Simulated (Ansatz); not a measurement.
Molecular dynamics on a 2×2×1 supercell (16 atoms) of LaLuAs2 (ordering on rocksalt), relaxed with r2SCAN. Forces come from r2SCAN in Ansatz: constant energy and volume (NVE), velocities drawn at 100 K, steps of 1.5 fs. Spin polarisation is off, nuclei are classical, and the run is far too short for thermal averages. The structure comes from a prototype and may be hypothetical.

```yaml
crystal:
  lattice:
    - [8.4465201006, 0.0, 0.0]
    - [0.0, 8.4465201006, 0.0]
    - [0.0, 0.0, 5.9521047138]
  atoms:
    - { symbol: La, position: [0.0, 0.0, 0.0] }
    - { symbol: As, position: [0.0, 0.0, 0.5] }
    - { symbol: Lu, position: [0.25, 0.25, 0.5] }
    - { symbol: As, position: [0.25, 0.25, 0.0] }
    - { symbol: La, position: [0.0, 0.5, 0.0] }
    - { symbol: As, position: [0.0, 0.5, 0.5] }
    - { symbol: Lu, position: [0.25, 0.75, 0.5] }
    - { symbol: As, position: [0.25, 0.75, 0.0] }
    - { symbol: La, position: [0.5, 0.0, 0.0] }
    - { symbol: As, position: [0.5, 0.0, 0.5] }
    - { symbol: Lu, position: [0.75, 0.25, 0.5] }
    - { symbol: As, position: [0.75, 0.25, 0.0] }
    - { symbol: La, position: [0.5, 0.5, 0.0] }
    - { symbol: As, position: [0.5, 0.5, 0.5] }
    - { symbol: Lu, position: [0.75, 0.75, 0.5] }
    - { symbol: As, position: [0.75, 0.75, 0.0] }
kpoints:
  mp_grid: { grid: [2, 2, 2] }
hamiltonian:
  xc: r2scan
scf:
  occupations: { method: fermi_dirac, width: 0.02 }
md:
  ensemble: nve
  temperature: 100
  timestep: 1.5
  n_steps: 20
  initial_velocities: maxwell_boltzmann
  seed: 2487
```

Command: `ansatz run input.yaml --threads 4 --pin off --max-ram 3686MiB --backend cpu --events-out ev --progress --plain --runs-dir out`. Wall time 4.9 min on 4 threads of Arm Neoverse V2, with other jobs on the host, load about 0.5 per core; peak host memory 2.8 GiB.

```csv
step,t (fs),T (K),free energy F from step 0 (meV/atom),kinetic energy (meV/atom),largest force (eV/Å)
0,0,100,0.0,12.1,0.00
1,1.5,100,0.0,12.1,0.02
2,3,100,0.0,12.1,0.04
3,4.5,99,0.1,12.0,0.06
4,6,98,0.2,11.9,0.08
5,7.5,98,0.3,11.8,0.10
6,9,97,0.4,11.7,0.12
7,10.5,95,0.5,11.6,0.14
8,12,94,0.7,11.4,0.16
9,13.5,93,0.9,11.2,0.18
10,15,91,1.1,11.0,0.19
11,16.5,89,1.3,10.8,0.21
12,18,87,1.5,10.6,0.23
13,19.5,85,1.8,10.4,0.25
14,21,83,2.0,10.1,0.26
15,22.5,81,2.3,9.8,0.28
16,24,79,2.5,9.6,0.29
17,25.5,77,2.8,9.3,0.31
18,27,74,3.1,9.0,0.32
19,28.5,72,3.4,8.7,0.33
20,30,70,3.7,8.5,0.35
```

The temperature goes from 100 K to 70 K in 30 fs. The atoms start on their lattice sites with kinetic energy alone, so much of it first passes into potential energy. The conserved energy stays within 0.00 meV an atom. By the last step the atoms have moved 0.04 Å in the root mean square, the drift of the whole cell taken out, 0.06 Å at most.

Positions (Å) and forces (eV/Å) at step 20:
```
La  -0.014   0.024   0.002     0.201  -0.059  -0.055
As  -0.026  -0.007   2.979     0.069  -0.028   0.011
Lu   2.101   2.071   2.952     0.036   0.155   0.103
As   2.121   2.116  -0.009    -0.147   0.022   0.051
La  -0.013   4.221  -0.025     0.213   0.100   0.190
As   0.012   4.239   2.974     0.021   0.015  -0.174
Lu   2.126   6.283   2.953    -0.105   0.133   0.095
As   2.081   6.344  -0.033     0.243  -0.019   0.086
La   4.235   0.015   0.037    -0.181  -0.101  -0.279
As   4.207   0.035   2.973     0.087  -0.059   0.210
Lu   6.318   2.107   2.978     0.021   0.038   0.106
As   6.352   2.146   0.057    -0.151  -0.202  -0.207
La   4.255   4.232   0.021    -0.298   0.128   0.038
As   4.254   4.217   3.018    -0.101  -0.017  -0.212
Lu   6.347   6.347   2.954    -0.012   0.015   0.150
As   6.312   6.364   0.036     0.103  -0.122  -0.113
```
